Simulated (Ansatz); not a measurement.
BN (zinc blende)

```
CELL_PARAMETERS angstrom
      0.00000     3.62472     3.62472
      1.81236     0.00000     1.81236
      1.81236     1.81236     0.00000
ATOMIC_POSITIONS crystal
  N  0.37500 0.75000 0.75000
  N  0.87500 0.75000 0.75000
  B  0.00000 0.00000 0.00000
  B  0.50000 0.00000 0.00000
```

A phonon eigenvector at L = (0.5, 0.0, 0.0) is frozen into this cell: atom i moves by Q times the vector below, so Q is the largest atomic displacement, in Å. The cell is held. (q is in reciprocal vectors of the primitive cell; the cell shown is doubled to hold the pattern.)

```tsv
atom	x	y	z
N1	0.256	-0.256	-0.256
N2	-0.256	0.256	0.256
B3	0.577	-0.577	-0.577
B4	-0.577	0.577	0.577
```

All values below come from PBE (plane waves to 420 eV, PAW, scalar-relativistic; Ansatz, an electronic-structure program). k mesh 8×16×16 (Γ-centred), Fermi-Dirac smearing 0.05 eV. BN was relaxed with its symmetry unable to fall. 

```csv
Q (Å),−dE/dQ from forces (eV/Å)
-0.180,20.883
-0.150,17.848
-0.120,14.569
-0.090,11.095
-0.060,7.477
-0.030,3.763
0.000,0.000
0.030,-3.763
0.060,-7.477
0.090,-11.095
0.120,-14.569
0.150,-17.848
0.180,-20.883
```

Task: What harmonic wavenumber does the curvature at Q = 0 give?

Result: 1123 cm⁻¹. E″ = 125.69 eV/Å², M = Σ mᵢ|uᵢ|² = 27.1 u, ν̃ = 521.5·√(|E″|/M).

(A displaced cell: forces are minus the slopes of the energy, force constants its curvatures, and phonons follow from these.)
